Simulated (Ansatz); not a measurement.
Input:

SiO2:
```xyz
12
Lattice="4.9452 0.0000 0.0000 0.0000 4.9452 0.0000 0.0000 0.0000 6.8721" Properties=species:S:1:pos:R:3 pbc="T T T"
Si     1.5044     1.5044     0.0000
Si     0.9682     3.9770     1.7180
Si     3.4408     3.4408     3.4361
Si     3.9770     0.9682     5.1541
O      1.1739     0.5588     1.2588
O      1.9138     3.6465     2.9769
O      3.7714     4.3864     4.6949
O      3.0315     1.2988     6.4129
O      3.6465     1.9138     3.8953
O      4.3864     3.7714     2.1772
O      1.2988     3.0315     0.4592
O      0.5588     1.1739     5.6133
```

This is the LDA-relaxed structure.

Q: All from the program Ansatz at the LDA level (PAW), unless another level is named. Estimate the Young's modulus.

A: 53.8 GPa.

Q: What about the highest zone-centre frequency (without LO–TO term)?

A: 1190 cm⁻¹.

Space group P4_12_12. The LDA relaxation kept the symmetry of its start; phonons on a q-mesh show no instability.

Potentials: the later of the program's two PAW sets.
